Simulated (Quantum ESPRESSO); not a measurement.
One change at a time to AlHf3Mg2SnZr

Calculated results; nothing here was measured. They come from Quantum ESPRESSO 7.5, a public plane-wave density functional program. Each row is one single-point run on a made-up periodic cell of eight metal atoms, with elements, volume, strain and displacements drawn at random and not relaxed, so a cell may be unstable or far from any real phase. There is no spin polarisation or spin-orbit coupling.

Settings: PBE unless stated; PseudoDojo standard norm-conserving files; Fermi-Dirac width 0.25 eV, which means electrons at about 2900 K; cutoff 1143 eV; 7 x 3 x 3 k mesh shifted half a step off Gamma. E is the free energy of the whole cell (internal energy minus TS), so a -TS column is already part of it. Stress is positive in tension, and the pressure P is minus a third of its trace.

Checks: one run of this series was repeated at a higher cutoff and on a denser mesh, which moved values by no more than 0.019 eV, 0.20 GPa and 0.018 eV/Å, and a second program with other atomic files agreed on it to 2 % rms in force and 0.5 GPa in pressure. Known limits: the tin pseudopotential is less sure than most, with forces differing by about three percent from a second method on plain tin; heavy elements are run without spin-orbit coupling, which real alloys of them have; a spin test at this wide smearing found no moment, but such smearing suppresses magnetism that the real alloy may have.

The lattice is face-centred cubic, and the cell vectors in Å are (0.033, 2.293, 2.295); (-4.503, 4.513, -4.582); (-4.451, -4.553, 4.490), a volume of 186.25 Å³ in run 1. The elements on sites 1 to 8 are Zr Sn Hf Hf Mg Mg Al Hf. Each later run makes one change to run 1 and keeps the rest. E is counted from run 1, and is n/a where other atomic files have another zero of energy.

| run | change | V (Å³) | P (GPa) | -TS (eV) | rms force (eV/Å) | largest change of a force component (eV/Å) | E (eV) |
|---|---|---|---|---|---|---|---|
| 1 | none | 186.25 | -4.78 | -1.519 | 0.504 | 0.000 | 0.000 |
| 2 | sites 2 and 5 exchanged | 186.25 | -5.15 | -1.439 | 0.482 | 0.346 | -0.499 |
| 3 | all lengths scaled by +1.13 % | 192.63 | -6.68 | -1.568 | 0.486 | 0.061 | ? |
| 4 | LDA in place of PBE | 186.25 | -9.85 | -1.540 | 0.512 | 0.173 | n/a |
| 5 | Pd on site 3 | 186.25 | -7.42 | -1.484 | 0.495 | 0.727 | n/a |
| 6 | site 5 moved by -0.24 Å along x | 186.25 | -4.71 | -1.533 | 0.553 | 1.067 | 0.086 |

## Worked estimate

Along a uniform scaling dE = -P dV. The mean of the two pressures is -5.730 GPa and the volume changes by 6.38 Å³, with 160.2 GPa to one eV/Å³. The same two rows give -V dP/dV = 56 GPa for this cell with clamped atoms, which is not the bulk modulus of a real alloy.

## Withheld value

Question: what E should run 3 give?

The estimate is 0.228 eV. The calculation gave 0.229 eV.
